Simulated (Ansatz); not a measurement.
MgO (wurtzite, P6_3mc), plane-wave PAW LDA (Ansatz code), all energies at zero smearing, with the estimated change up to a 700 eV cutoff added, with one set of potentials and settings (totals compare only within such a set). Cell of 4 atoms (2 Mg, 2 O): -4919.583 eV.

| element | reference phase | E (eV/atom) |
|---|---|---|
| Mg | P6_3/mmc, 2 atoms in the cell | -1901.6042 |
| O | C2/m, 4 atoms in the cell, spin-polarised | -552.6597 |

Formation energy per atom, worked out: (-4919.583 − 2×(-1901.6042) − 2×(-552.6597))/4 = -2.764 eV/atom (-267 kJ per mol of atoms), at 0 K, without zero-point energy or fitted corrections.

The workflow started from a Materials Project entry (that database holds measured and hypothetical structures alike); the Crystallography Open Database copy checked does not list it. It is not the phase usual at ambient conditions (space group No. 225). Symmetry was held in the LDA relaxation; phonons on a q-mesh show no instability. The references are the lowest solids computed at this level, not always the standard phases (solids in place of the gases).

Potentials: the earlier of the program's two PAW sets.
